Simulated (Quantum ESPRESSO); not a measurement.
Mo2W2ZrSn2Al, finding a planted mistake in a log

Simulated, not a measurement. The program is pw.x of Quantum ESPRESSO 7.5 (plane-wave density functional theory). The cell is made up: eight metal atoms on a hexagonal close-packed lattice, with elements, volume, strain and displacements drawn at random and not relaxed, so it may be unstable or far from any real phase. PseudoDojo standard norm-conserving files set the functional (PBE unless stated); there is no spin polarisation or spin-orbit coupling, the Fermi-Dirac width of 0.25 eV means electrons at about 2900 K, and the masses in the input are unused placeholders. The tin pseudopotential is less sure than most, with forces differing by about three percent from a second method on plain tin. Heavy elements are run without spin-orbit coupling, which real alloys of them have. A spin test at this wide smearing found no moment, but such smearing suppresses magnetism that the real alloy may have.

Intended input:

```
&control calculation='scf', pseudo_dir='./dojo.nc.sr.pbe.v0_5.standard.upf', outdir='./o', disk_io='minimal', tprnfor=.true., tstress=.true. /
&system ibrav=0, nat=8, ntyp=5, nbnd=64, ecutwfc=79.96652505, nosym=.true., tot_charge=0,
 occupations='smearing', smearing='fd', degauss=0.0183746611
/
&electrons conv_thr=1.470e-08, electron_maxstep=70, mixing_beta=0.5 /
ATOMIC_SPECIES
Al 1.0 Al.upf
Mo 1.0 Mo.upf
Sn 1.0 Sn.upf
W 1.0 W.upf
Zr 1.0 Zr.upf
CELL_PARAMETERS angstrom
2.933 -0.0083 0.0108
-0.0144 5.1315 0.0552
0.036 0.1061 9.9371
ATOMIC_POSITIONS angstrom
Mo 0.0636 0.0109 -0.0234
W 0.0385 0.0442 4.9937
Zr -0.0855 1.6146 2.4952
Sn 0.0088 1.923 7.4913
Al 1.3764 2.6098 -0.0175
W 1.4627 2.6173 4.9751
Mo 1.5148 4.3475 2.5377
Sn 1.4029 4.3383 7.5332
K_POINTS automatic
8 5 3 1 1 1
```

The log is shortened where brackets say so; the opening notice, blank lines, dates and the lines on written files are dropped, and the path of the files is cut. It prints rydbergs, bohrs and kilobars, and counts compression as positive stress. Its total energy is the free energy E - TS of the whole cell.

Log of the intended run:

```
     Program PWSCF v.7.5
     Parallel version (MPI & OpenMP), running on       4 processor cores
     Number of MPI processes:                 4
     Threads/MPI process:                     1
     [start-up lines left out]
     bravais-lattice index     =            0
     lattice parameter (alat)  =       5.5426  a.u.
     unit-cell volume          =    1009.1447 (a.u.)^3
     number of atoms/cell      =            8
     number of atomic types    =            5
     number of electrons       =        99.00
     number of Kohn-Sham states=           64
     kinetic-energy cutoff     =      79.9665  Ry
     charge density cutoff     =     319.8661  Ry
     scf convergence threshold =      1.5E-08
     mixing beta               =       0.5000
     number of iterations used =            8  plain     mixing
     Exchange-correlation= PBE
                           (   1   4   3   4   0   0   0)
     [axes and pseudopotential details left out]
   Cartesian axes
     site n.     atom                  positions (alat units)
         1        Mo     tau(   1) = (   0.0216840   0.0037163  -0.0079781  )
         2        W      tau(   2) = (   0.0131264   0.0150697   1.7025728  )
         3        Zr     tau(   3) = (  -0.0291507   0.5504884   0.8507239  )
         4        Sn     tau(   4) = (   0.0030003   0.6556356   2.5541150  )
         5        Al     tau(   5) = (   0.4692755   0.8897961  -0.0059665  )
         6        W      tau(   6) = (   0.4986990   0.8923531   1.6962313  )
         7        Mo     tau(   7) = (   0.5164622   1.4822547   0.8652140  )
         8        Sn     tau(   8) = (   0.4783106   1.4791180   2.5684005  )
     number of k points=    60  Fermi-Dirac smearing, width (Ry)=  0.0184
                       cart. coord. in units 2pi/alat
        k(    1) = (   0.0624834   0.0568125   0.0483603), wk =   0.0333333
        k(    2) = (   0.0632140   0.0589315  -0.1484381), wk =   0.0333333
     [further k points left out]
     Dense  grid:    97511 G-vectors     FFT dimensions: (  32,  60, 108)
     Estimated max dynamical RAM per process >     354.82 MB
     Estimated total dynamical RAM >       1.32 GB
     Initial potential from superposition of free atoms
     starting charge      98.9882, renormalised to      99.0000
     Starting wfcs are   72 randomized atomic wfcs
     total cpu time spent up to now is        4.7 secs
     per-process dynamical memory:   281.1 Mb
     Self-consistent Calculation
     iteration #  1     ecut=    79.97 Ry     beta= 0.50
     Davidson diagonalization with overlap
     ethr =  1.00E-02,  avg # of iterations =  2.3
     total cpu time spent up to now is       13.9 secs
     total energy              =   -1003.58644440 Ry
     estimated scf accuracy    <       2.96287076 Ry
     iteration #  2     ecut=    79.97 Ry     beta= 0.50
     Davidson diagonalization with overlap
     ethr =  2.99E-03,  avg # of iterations =  6.5
     total cpu time spent up to now is       26.9 secs
     total energy              =    -999.31887951 Ry
     estimated scf accuracy    <     122.07548341 Ry
     [iterations 3 to 16 left out]
     iteration # 17     ecut=    79.97 Ry     beta= 0.50
     Davidson diagonalization with overlap
     ethr =  2.16E-10,  avg # of iterations =  3.2
     total cpu time spent up to now is      167.5 secs
     total energy              =   -1005.38905699 Ry
     estimated scf accuracy    <       0.00000379 Ry
     iteration # 18     ecut=    79.97 Ry     beta= 0.50
     Davidson diagonalization with overlap
     ethr =  2.16E-10,  avg # of iterations =  2.1
     total cpu time spent up to now is      175.9 secs
     End of self-consistent calculation
     [lines on levels left out]
!    total energy              =   -1005.38905715 Ry
     estimated scf accuracy    <          3.7E-09 Ry
     smearing contrib. (-TS)   =      -0.11622866 Ry
     internal energy E=F+TS    =   -1005.27282850 Ry
     The total energy is F=E-TS. E is the sum of the following terms:
     one-electron contribution =    -263.27832293 Ry
     hartree contribution      =     188.31689550 Ry
     xc contribution           =    -217.89484086 Ry
     ewald contribution        =    -712.41656021 Ry
     convergence has been achieved in  18 iterations
     Forces acting on atoms (cartesian axes, Ry/au):
     atom    1 type  2   force =    -0.00612656    0.00483439   -0.00048544
     atom    2 type  4   force =     0.00009108   -0.00016459   -0.01454593
     atom    3 type  5   force =    -0.00294151    0.04408896   -0.01339471
     atom    4 type  3   force =    -0.00547048   -0.07077148   -0.02742446
     atom    5 type  1   force =     0.00629407    0.00001122    0.06153672
     atom    6 type  4   force =     0.00088377    0.00890319    0.00529080
     atom    7 type  2   force =    -0.00506098   -0.05043641    0.00109288
     atom    8 type  3   force =     0.01233061    0.06353472   -0.01206987
     Total force =     0.137966     Total SCF correction =     0.000134
     Computing stress (Cartesian axis) and pressure
          total   stress  (Ry/bohr**3)                   (kbar)     P=      -12.46
   0.00017280  -0.00004591  -0.00002175           25.42       -6.75       -3.20
  -0.00004591  -0.00001357   0.00001956           -6.75       -2.00        2.88
  -0.00002175   0.00001956  -0.00041336           -3.20        2.88      -60.81
     init_run     :      4.38s CPU      4.51s WALL (       1 calls)
     electrons    :    170.82s CPU    171.25s WALL (       1 calls)
     forces       :      1.54s CPU      1.55s WALL (       1 calls)
     stress       :      5.38s CPU      5.49s WALL (       1 calls)
     [timing details left out]
     PWSCF        :   3m 2.33s CPU   3m 3.04s WALL
     JOB DONE.
```

A second run was made from an input with one planted mistake. Its log:

```
     Program PWSCF v.7.5
     Parallel version (MPI & OpenMP), running on       4 processor cores
     Number of MPI processes:                 4
     Threads/MPI process:                     1
     [start-up lines left out]
     bravais-lattice index     =            0
     lattice parameter (alat)  =       5.5931  a.u.
     unit-cell volume          =    1036.9470 (a.u.)^3
     number of atoms/cell      =            8
     number of atomic types    =            5
     number of electrons       =        99.00
     number of Kohn-Sham states=           64
     kinetic-energy cutoff     =      79.9665  Ry
     charge density cutoff     =     319.8661  Ry
     scf convergence threshold =      1.5E-08
     mixing beta               =       0.5000
     number of iterations used =            8  plain     mixing
     Exchange-correlation= PBE
                           (   1   4   3   4   0   0   0)
     [axes and pseudopotential details left out]
   Cartesian axes
     site n.     atom                  positions (alat units)
         1        Mo     tau(   1) = (   0.0216912   0.0037166  -0.0079737  )
         2        W      tau(   2) = (   0.0131431   0.0150689   1.7025528  )
         3        Zr     tau(   3) = (  -0.0291580   0.5504890   0.8507189  )
         4        Sn     tau(   4) = (   0.0030070   0.6556337   2.5541164  )
         5        Al     tau(   5) = (   0.4692655   0.8897765  -0.0059803  )
         6        W      tau(   6) = (   0.4986938   0.8923443   1.6962347  )
         7        Mo     tau(   7) = (   0.5164657   1.4822626   0.8652135  )
         8        Sn     tau(   8) = (   0.4783203   1.4791204   2.5684082  )
     number of k points=    60  Fermi-Dirac smearing, width (Ry)=  0.0184
                       cart. coord. in units 2pi/alat
        k(    1) = (   0.0624838   0.0568123   0.0483606), wk =   0.0333333
        k(    2) = (   0.0632146   0.0589313  -0.1484390), wk =   0.0333333
     [further k points left out]
     Dense  grid:   100081 G-vectors     FFT dimensions: (  32,  60, 108)
     Estimated max dynamical RAM per process >     363.65 MB
     Estimated total dynamical RAM >       1.35 GB
     Initial potential from superposition of free atoms
     starting charge      98.9882, renormalised to      99.0000
     Starting wfcs are   72 randomized atomic wfcs
     total cpu time spent up to now is        5.0 secs
     per-process dynamical memory:   287.8 Mb
     Self-consistent Calculation
     iteration #  1     ecut=    79.97 Ry     beta= 0.50
     Davidson diagonalization with overlap
     ethr =  1.00E-02,  avg # of iterations =  2.3
     total cpu time spent up to now is       14.4 secs
     total energy              =   -1003.59337632 Ry
     estimated scf accuracy    <       2.94263633 Ry
     iteration #  2     ecut=    79.97 Ry     beta= 0.50
     Davidson diagonalization with overlap
     ethr =  2.97E-03,  avg # of iterations =  6.7
     total cpu time spent up to now is       28.4 secs
     total energy              =    -999.35917431 Ry
     estimated scf accuracy    <     123.11369594 Ry
     [iterations 3 to 16 left out]
     iteration # 17     ecut=    79.97 Ry     beta= 0.50
     Davidson diagonalization with overlap
     ethr =  2.08E-10,  avg # of iterations =  3.4
     total cpu time spent up to now is      170.4 secs
     total energy              =   -1005.38311016 Ry
     estimated scf accuracy    <       0.00000431 Ry
     iteration # 18     ecut=    79.97 Ry     beta= 0.50
     Davidson diagonalization with overlap
     ethr =  2.08E-10,  avg # of iterations =  2.2
     total cpu time spent up to now is      178.9 secs
     End of self-consistent calculation
     [lines on levels left out]
!    total energy              =   -1005.38311034 Ry
     estimated scf accuracy    <          4.0E-09 Ry
     smearing contrib. (-TS)   =      -0.12026651 Ry
     internal energy E=F+TS    =   -1005.26284383 Ry
     The total energy is F=E-TS. E is the sum of the following terms:
     one-electron contribution =    -272.56957920 Ry
     hartree contribution      =     190.99570320 Ry
     xc contribution           =    -217.69449425 Ry
     ewald contribution        =    -705.99447358 Ry
     convergence has been achieved in  18 iterations
     Forces acting on atoms (cartesian axes, Ry/au):
     atom    1 type  2   force =    -0.00510159    0.00395356    0.00190247
     atom    2 type  4   force =     0.00028380   -0.00063894   -0.01714036
     atom    3 type  5   force =    -0.00251161    0.03856089   -0.00954582
     atom    4 type  3   force =    -0.00485028   -0.06550722   -0.02783906
     atom    5 type  1   force =     0.00550199    0.00043902    0.05931340
     atom    6 type  4   force =     0.00067602    0.00857384    0.00304031
     atom    7 type  2   force =    -0.00502143   -0.04468127    0.00277933
     atom    8 type  3   force =     0.01102311    0.05930012   -0.01251026
     Total force =     0.128333     Total SCF correction =     0.000196
     Computing stress (Cartesian axis) and pressure
          total   stress  (Ry/bohr**3)                   (kbar)     P=      -49.89
  -0.00010610  -0.00004155  -0.00001913          -15.61       -6.11       -2.81
  -0.00004155  -0.00027761   0.00002027           -6.11      -40.84        2.98
  -0.00001913   0.00002027  -0.00063381           -2.81        2.98      -93.24
     init_run     :      4.66s CPU      4.80s WALL (       1 calls)
     electrons    :    173.57s CPU    173.90s WALL (       1 calls)
     forces       :      1.57s CPU      1.58s WALL (       1 calls)
     stress       :      5.47s CPU      5.58s WALL (       1 calls)
     [timing details left out]
     PWSCF        :   3m 5.46s CPU   3m 6.06s WALL
     JOB DONE.
```

Question: the log repeats what the program read. Compare it with the intended run: what was wrong in the second input?

Answer: the cell and the positions are scaled by a wrong factor. The input lines that differ:

```
- 2.933 -0.0083 0.0108
- -0.0144 5.1315 0.0552
- 0.036 0.1061 9.9371
+ 2.9597 -0.0084 0.0109
+ -0.0145 5.1782 0.0557
+ 0.0363 0.1071 10.0275
- Mo 0.0636 0.0109 -0.0234
- W 0.0385 0.0442 4.9937
- Zr -0.0855 1.6146 2.4952
- Sn 0.0088 1.923 7.4913
- Al 1.3764 2.6098 -0.0175
- W 1.4627 2.6173 4.9751
- Mo 1.5148 4.3475 2.5377
- Sn 1.4029 4.3383 7.5332
+ Mo 0.0642 0.011 -0.0236
+ W 0.0389 0.0446 5.0391
+ Zr -0.0863 1.6293 2.5179
+ Sn 0.0089 1.9405 7.5595
+ Al 1.3889 2.6335 -0.0177
+ W 1.476 2.6411 5.0204
+ Mo 1.5286 4.3871 2.5608
+ Sn 1.4157 4.3778 7.6018
```

|  | intended run | run with the mistake |
| --- | --- | --- |
| free energy (eV) | -13679.015 | -13678.934 |
| entropy term -TS, part of it (eV) | -1.581 | -1.636 |
| pressure (GPa) | -1.25 | -4.99 |
| size of the largest force component (eV/Å) | 1.820 | 1.684 |
| largest change of a force component (eV/Å) |  | 0.148 |
| iterations | 18 | 18 |

For scale, a rerun of the intended cell at a higher cutoff and on a denser mesh moved values by no more than 0.005 eV in energy, 0.08 GPa in stress and 0.012 eV/Å in force, and a second program with other atomic files agreed on that cell to 2 % rms in force and 0.5 GPa in pressure.